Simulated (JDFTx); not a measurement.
```json
{
  "surface": "Nb(100)",
  "bulk": "Nb, Im-3m, lattice of mp-75 (not re-optimised)",
  "slab": "6 atoms in 6 planes, 1x1, 8.0 Å between the outermost planes",
  "in-plane cell": "3.318 × 3.318 Å, 11.01 Å²",
  "cell_height": "24.3 Å",
  "sampling": "6×6×1 k mesh, Fermi smearing 0.01 Ha, no spin polarisation"
}
```

Method: PBE, GBRV ultrasoft potentials, plane waves to 20/100 Ha, in JDFTx (a modified build). Liquid on both sides: CANDLE, acetonitrile, 1 M NaF; nuclei fixed, outer atoms relaxed in vacuum. Potentials refer to SHE, placed 4.44 V below the bulk liquid's zero by convention. Both faces are the same ideal termination; reconstructions, overlayers and chemisorbed solvent are outside this model. Convergence in thickness and k mesh wasn't tested for this slab. In this non-aqueous liquid the SHE scale is nominal.

### Question
Predict the potential of zero charge and the surface charge against electrode potential.

### Answer
The potential of zero charge is -1.13 V vs SHE.

| U (V vs SHE) | μ (eV) | excess electrons per cell | σ (μC/cm², per face) | run |
|---|---|---|---|---|
| -1.13 | -3.31 | 0.000 | 0.0 | neutral |
| -0.85 | -3.59 | -0.079 | 5.7 | fixed potential |
| -0.55 | -3.89 | -0.164 | 12.0 | fixed potential |
